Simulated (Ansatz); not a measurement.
Data:

BP:
Space group Pm-3n (No. 223); a = 5.5935 Å, b = 5.5935 Å, c = 5.5935 Å, α = 90.00°, β = 90.00°, γ = 90.00°

```csv
atom,site,symmetry,x,y,z
B,6d,-4m.2,0.0000,0.2500,0.5000
P,6c,-4m.2,0.0000,0.5000,0.2500
```

This is the PBE-relaxed structure.

**Question.** All from PBE (plane waves, PAW; program Ansatz), unless another level is named. Give the smallest direct gap on the standard path.

**Answer.** 1.05 eV.

**Question.** Next, the electron effective mass?

**Answer.** 0.36, 0.36, 0.64 mₑ (principal values).

**Question.** Predict the hole effective mass, band 2 of 3 at the edge.

**Answer.** 1.4 along [100], 0.41 along [110], 0.54 along [111] (mₑ).

The start of the workflow was typed in or built on a structure type; neither database checked (COD, Materials Project) lists it. It is not the phase usual at ambient conditions (space group No. 216). The PBE relaxation kept the symmetry of its start; whether a distortion lowers the energy is not shown.

Potentials: the earlier of the program's two PAW sets.
